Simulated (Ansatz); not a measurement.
The calculation used DFT PBE, scalar-relativistic, plane waves, PAW in Ansatz 0.2.0. Settings: cutoff 420 eV, Γ-centred meshes spaced at most about 0.3 Å⁻¹, and about 0.25 Å⁻¹ or finer for metals (2π included), Gaussian smearing. No spin polarisation in the final relaxations.

These are static total energies at zero pressure.

Two relaxed structures of TaW4:

A.

```xyz
5
Lattice="2.2665 1.3085 4.6267 -2.2665 1.3085 4.6267 0.0000 -2.6171 4.6267" Properties=species:S:1:pos:R:3 pbc="T T T"
Ta    0.0000    0.0000    6.9401
W     0.0000    0.0000   12.5078
W     0.0000    0.0000    1.3725
W     0.0000    0.0000    4.1402
W     0.0000    0.0000    9.7401
```

B.

```xyz
5
Lattice="1.5124 0.8732 10.7107 -1.5124 0.8732 10.7107 0.0000 -1.7464 10.7107" Properties=species:S:1:pos:R:3 pbc="T T T"
Ta    0.0000    0.0000    0.0000
W     0.0000    0.0000   19.2111
W     0.0000    0.0000    6.4180
W     0.0000    0.0000   25.7140
W     0.0000    0.0000   12.9209
```

Task: Which is lower in energy, and by how much?

Result: A is lower, by 0.44 eV/atom. A has Ta and W ordered on bcc sites, space group R-3m (No. 166), 16.5 Å³/atom and no gap on its mesh; B has Ta and W ordered on fcc sites, space group R-3m (No. 166), 17.0 Å³/atom and no gap. Counting all near atoms (those within 1.25 times the shortest distance at each site; a plus sign parts nearer from farther groups), A has Ta 8+6, W 8+6 and B has Ta 12, W 12. In A, Ta is surrounded by 8 W at 2.78–2.80 Å and 6 W at 3.19 Å; around W on its first site lie 5 W at 2.74–2.77 Å, 3 Ta at 2.78 Å and 6 W at 3.21–3.22 Å; around W on its second site lie 7 W at 2.76–2.79 Å, 1 Ta at 2.80 Å, 3 Ta at 3.19 Å and 3 W at 3.21 Å. In B, around Ta lie 6 W at 2.82 Å and 6 Ta at 3.02 Å; around W on its first site lie 3 W at 2.72 Å, 3 Ta at 2.82 Å and 6 W at 3.02 Å; W on its second site has 6 W at 2.72–2.75 Å and 6 W at 3.02 Å. Both come from invented guesses.

Spin–orbit coupling, which can matter for Ta and W, is left out. Cells relaxed within their symmetry can be saddle points.
